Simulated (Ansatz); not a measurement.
ScAg4:
Space group I4/m (No. 87); a = b = 6.607 Å, c = 4.064 Å, α = β = γ = 90.00°

```json
[
 {"atom": "Ag", "site": "8h", "symmetry": "m..", "x": "0.1995", "y": "0.4003", "z": "0.0000"},
 {"atom": "Sc", "site": "2a", "symmetry": "4/m..", "x": "0.0000", "y": "0.0000", "z": "0.0000"}
]
```
(The calculation used a cell of 5 atoms; values per cell refer to that cell.)

Relaxed with r²SCAN.

Task: Tabulate the valence density and the electron localisation function along the shortest Ag–Ag contact (2.91 Å), the program Ansatz at the r²SCAN level (PAW).

Result: 

| distance from Ag (Å) | density (e/Å³) | ELF |
|---|---|---|
| 0.29 | 15.57 | 0.76 |
| 0.44 | 10.69 | 0.66 |
| 0.58 | 6.23 | 0.57 |
| 0.73 | 3.02 | 0.47 |
| 0.87 | 1.25 | 0.35 |
| 1.02 | 0.56 | 0.23 |
| 1.16 | 0.32 | 0.16 |
| 1.31 | 0.23 | 0.15 |
| 1.46 | 0.21 | 0.17 |
| 1.60 | 0.24 | 0.18 |
| 1.75 | 0.34 | 0.19 |
| 1.89 | 0.58 | 0.26 |
| 2.04 | 1.27 | 0.36 |
| 2.18 | 3.03 | 0.47 |
| 2.33 | 6.23 | 0.57 |
| 2.47 | 10.68 | 0.66 |
| 2.62 | 15.56 | 0.76 |

The density is the valence pseudo-density with augmentation charge, so density and ELF within about 1 Å of a nucleus are not all-electron values.

The workflow started from an entry of the Crystallography Open Database (COD). Whether it is the stable phase at ambient conditions was not checked. The r²SCAN relaxation kept the symmetry of its start; whether a distortion lowers the energy is not shown. No spin polarisation was allowed. Axis ratios of metals converge slowly with the k-mesh, so a and c are less sure than the volume.

Potentials: the later of the program's two PAW sets.
